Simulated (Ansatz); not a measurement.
Geometry optimisation in Ansatz: input, command and trajectory.

```yaml
crystal:
  lattice:
    - [9.4832819826, -1.82027285, 0.0]
    - [9.4832819826, 1.82027285, 0.0]
    - [-2.3297150932, 0.0, 8.7355041956]
  atoms:
    - { symbol: Na, position: [0.5, 0.5, 0.5] }
    - { symbol: Ti, position: [0.0, 0.0, 0.0], spin: -0.79 }
    - { symbol: Ti, position: [0.65031994, 0.65031994, 0.98385351], spin: -0.6 }
    - { symbol: Ti, position: [0.70963363, 0.70963363, 0.35132394], spin: 0.78 }
    - { symbol: Ti, position: [0.29036637, 0.29036637, 0.64867606], spin: 0.78 }
    - { symbol: Ti, position: [0.34968006, 0.34968006, 0.01614649], spin: -0.6 }
    - { symbol: Se, position: [0.57451161, 0.57451161, 0.17129993] }
    - { symbol: Se, position: [0.08207483, 0.08207483, 0.80616727] }
    - { symbol: Se, position: [0.1602722, 0.1602722, 0.49617948] }
    - { symbol: Se, position: [0.23861494, 0.23861494, 0.15563711] }
    - { symbol: Se, position: [0.76138506, 0.76138506, 0.84436289] }
    - { symbol: Se, position: [0.8397278, 0.8397278, 0.50382052] }
    - { symbol: Se, position: [0.91792517, 0.91792517, 0.19383273] }
    - { symbol: Se, position: [0.42548839, 0.42548839, 0.82870007] }
basis:
  ecutwfc: 500
kpoints:
  mp_grid: { grid: [8, 8, 4] }
hamiltonian:
  xc: r2scan
scf:
  occupations: { method: gaussian, width: 0.1 }
output:
  forces: true
  stress: true
  eigenvalues: true
  populations: true
magnetization:
  spin_polarized: true
relax:
  adjacent_minimum: "off"
  f_tol: 0.02
  max_steps: 70
  cell: { stress_tol: 0.1 }
```

```bash
ansatz run input.yaml --threads 2 --pin off --max-ram 5120MiB --backend cpu --events-out ev --progress --plain --runs-dir out
```

The calculation used Ansatz, DFT r2SCAN, scalar-relativistic, plane waves, PAW.

Of 4 frames 4 are shown, positions in Å and forces in eV/Å; the SCF threshold varies from step to step. Steps run on the plane waves of an earlier cell, with a Pulay correction in the pressure. The basis is chosen afresh for the last frame, the zero of the energies, and can be on the way; energy and pressure step there, also at an unchanged geometry.

```xyz
14
Lattice="9.4833 -1.8203 0.0000 9.4833 1.8203 0.0000 -2.3297 0.0000 8.7355" Properties=species:S:1:pos:R:3:forces:R:3 pbc="T T T" step=1 free_energy_over_end_meV_per_atom=0.09 pressure_GPa=-0.17
Na    8.3184    0.0000    4.3678    0.0000    0.0000    0.0000
Ti    0.0000    0.0000    0.0000    0.0000    0.0000    0.0000
Ti   10.0422    0.0000    8.5945   -0.0280    0.0000   -0.0070
Ti   12.6408    0.0000    3.0690    0.0070    0.0000    0.0440
Ti    3.9960    0.0000    5.6665   -0.0070    0.0000   -0.0440
Ti    6.5946    0.0000    0.1410    0.0280    0.0000    0.0070
Se   10.4974    0.0000    1.4964    0.0060    0.0000   -0.0260
Se   -0.3215    0.0000    7.0423   -0.0020    0.0000    0.0180
Se    1.8839    0.0000    4.3344    0.0400    0.0000   -0.0060
Se    4.1631    0.0000    1.3596   -0.0020    0.0000   -0.0300
Se   12.4737    0.0000    7.3759    0.0020    0.0000    0.0300
Se   14.7530    0.0000    4.4011   -0.0400    0.0000    0.0060
Se   16.9583    0.0000    1.6932    0.0020    0.0000   -0.0180
Se    6.1394    0.0000    7.2391   -0.0060    0.0000    0.0260
14
Lattice="9.4729 -1.8152 -0.0024 9.4729 1.8152 -0.0024 -2.3294 0.0000 8.7491" Properties=species:S:1:pos:R:3:forces:R:3 pbc="T T T" step=2 free_energy_over_end_meV_per_atom=0.02 pressure_GPa=0.04
Na    8.3082    0.0000    4.3721    0.0000    0.0000    0.0000
Ti    0.0000    0.0000    0.0000    0.0000    0.0000    0.0000
Ti   10.0211    0.0000    8.5996   -0.0220    0.0000    0.0050
Ti   12.6289    0.0000    3.0698    0.0090    0.0000    0.0000
Ti    3.9876    0.0000    5.6745   -0.0090    0.0000    0.0000
Ti    6.5953    0.0000    0.1447    0.0220    0.0000   -0.0050
Se   10.4859    0.0000    1.4949    0.0240    0.0000    0.0000
Se   -0.3309    0.0000    7.0495    0.0210    0.0000   -0.0130
Se    1.8835    0.0000    4.3380   -0.0220    0.0000    0.0090
Se    4.1572    0.0000    1.3493   -0.0020    0.0000    0.0290
Se   12.4592    0.0000    7.3950    0.0020    0.0000   -0.0290
Se   14.7330    0.0000    4.4062    0.0220    0.0000   -0.0090
Se   16.9474    0.0000    1.6948   -0.0210    0.0000    0.0130
Se    6.1305    0.0000    7.2494   -0.0240    0.0000    0.0000
14
Lattice="9.4710 -1.8161 -0.0046 9.4710 1.8161 -0.0046 -2.3309 0.0000 8.7466" Properties=species:S:1:pos:R:3:forces:R:3 pbc="T T T" step=3 free_energy_over_end_meV_per_atom=-0.01 pressure_GPa=0.01
Na    8.3055    0.0000    4.3687    0.0000    0.0000    0.0000
Ti    0.0000    0.0000    0.0000    0.0000    0.0000    0.0000
Ti   10.0186    0.0000    8.5954   -0.0100    0.0000    0.0010
Ti   12.6254    0.0000    3.0689    0.0040    0.0000   -0.0010
Ti    3.9857    0.0000    5.6685   -0.0040    0.0000    0.0010
Ti    6.5924    0.0000    0.1420    0.0100    0.0000   -0.0010
Se   10.4852    0.0000    1.4922    0.0040    0.0000   -0.0060
Se   -0.3293    0.0000    7.0469    0.0030    0.0000   -0.0010
Se    1.8788    0.0000    4.3367   -0.0090    0.0000    0.0020
Se    4.1562    0.0000    1.3533    0.0040    0.0000   -0.0020
Se   12.4549    0.0000    7.3842   -0.0040    0.0000    0.0020
Se   14.7323    0.0000    4.4008    0.0090    0.0000   -0.0020
Se   16.9404    0.0000    1.6905   -0.0030    0.0000    0.0010
Se    6.1259    0.0000    7.2453   -0.0040    0.0000    0.0060
14
Lattice="9.4710 -1.8161 -0.0046 9.4710 1.8161 -0.0046 -2.3309 0.0000 8.7466" Properties=species:S:1:pos:R:3:forces:R:3 pbc="T T T" step=4 free_energy_over_end_meV_per_atom=0.00 pressure_GPa=0.01
Na    8.3055    0.0000    4.3687    0.0000    0.0000    0.0000
Ti    0.0000    0.0000    0.0000    0.0000    0.0000    0.0000
Ti   10.0186    0.0000    8.5954   -0.0100    0.0000    0.0010
Ti   12.6254    0.0000    3.0689    0.0040    0.0000   -0.0010
Ti    3.9857    0.0000    5.6685   -0.0040    0.0000    0.0010
Ti    6.5924    0.0000    0.1420    0.0100    0.0000   -0.0010
Se   10.4852    0.0000    1.4922    0.0040    0.0000   -0.0060
Se   -0.3293    0.0000    7.0469    0.0030    0.0000   -0.0010
Se    1.8788    0.0000    4.3367   -0.0090    0.0000    0.0020
Se    4.1562    0.0000    1.3533    0.0040    0.0000   -0.0020
Se   12.4549    0.0000    7.3842   -0.0040    0.0000    0.0020
Se   14.7323    0.0000    4.4008    0.0090    0.0000   -0.0020
Se   16.9404    0.0000    1.6905   -0.0030    0.0000    0.0010
Se    6.1259    0.0000    7.2453   -0.0040    0.0000    0.0060
```

It took 12 min on 2 threads of AMD EPYC 9R45 96-Core Processor (Zen 5), on a shared host, peak memory 4.4 GiB.

The state reached may not be the lowest one.